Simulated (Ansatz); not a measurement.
MoPd (rock salt), relaxed with PBE (Ansatz, a first-principles code, plane waves, PAW): a = 5.214 Å, b = 5.214 Å, c = 5.214 Å, α = 90.00°, β = 90.00°, γ = 90.00°.

```
Item                  Result
--------------------  ------
ΔH_f (eV/atom)          1.10
B₀ by P(V) fit (GPa)     170
```

**Question.** The same phase is relaxed and computed with PBEsol in the same code. What are the cell and these values now?

**Answer.** a = b = c = 5.1452 Å, α = β = γ = 90.00°.

- ΔH_f (eV/atom) = 1.14
- B₀ by P(V) fit (GPa) = 192

Typed or built starts, not in the databases checked: MoPd, rock salt. Unstable at this level: MoPd, rock salt with PBEsol. All cells were relaxed under the symmetry of their starts (and spin orders); stability against distortions was not tested throughout. Rows with no word on spin ran without spin polarisation. Spin–orbit coupling is left out wherever it is not named.

Potentials: the later of the program's two PAW sets.

Ansatz is a plane-wave DFT program.

Formation energies count from the lowest solids of the elements computed at the same level, not from gases.
